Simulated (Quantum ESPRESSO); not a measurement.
Electric field gradients in ZnS (changed cell)

```xyz
4
Lattice="3.8058 0.0000 0.0000 -1.9029 3.2959 0.0000 0.0000 0.0000 6.2380" Properties=species:S:1:pos:R:3 pbc="T T T"
Zn     0.0000     2.1973     0.0009
Zn     1.9029     1.0986     3.1199
S      0.0000     2.1973     2.2984
S      1.9029     1.0986     5.4174
```
The cell was made here from a computed Materials Project entry: S3 and its equivalents moved by 0.04 Å along (0.00, 0.00, -1.00), space group kept. The parent is ZnS in P6₃mc. Stability against distortions was not tested.

Convention: |Vzz| is the largest principal value, η_Q = (Vxx − Vyy)/Vzz, |C_Q| = |eQVzz/h|. Cores are frozen. Against all-electron runs on small test molecules, this scheme's |Vzz| missed by +4 % on Zn, −3 % on S.

Quadrupole moments taken as inputs (sizes, barn, from the tables of PySCF and pymatgen): ⁶⁷Zn 0.15, ³³S 0.0678.

Q: What do the calculations give at each independent site (field gradients by a PBE PAW density (pw.x of a modified build of Quantum ESPRESSO, JTH datasets) with the all-electron reconstruction of Petrilli and co-workers, 20 Ha, k-mesh 7×7×4 through Γ)?

A: 
| site | site symmetry | Vzz (a.u.) | η_Q | ∣C_Q∣ (MHz) |
|---|---|---|---|---|
| Zn (atoms 1, 2) | 3m | -0.116 | 0.00 | 4.09 (⁶⁷Zn) |
| S (atoms 3, 4) | 3m | 0.071 | 0.00 | 1.12 (³³S) |
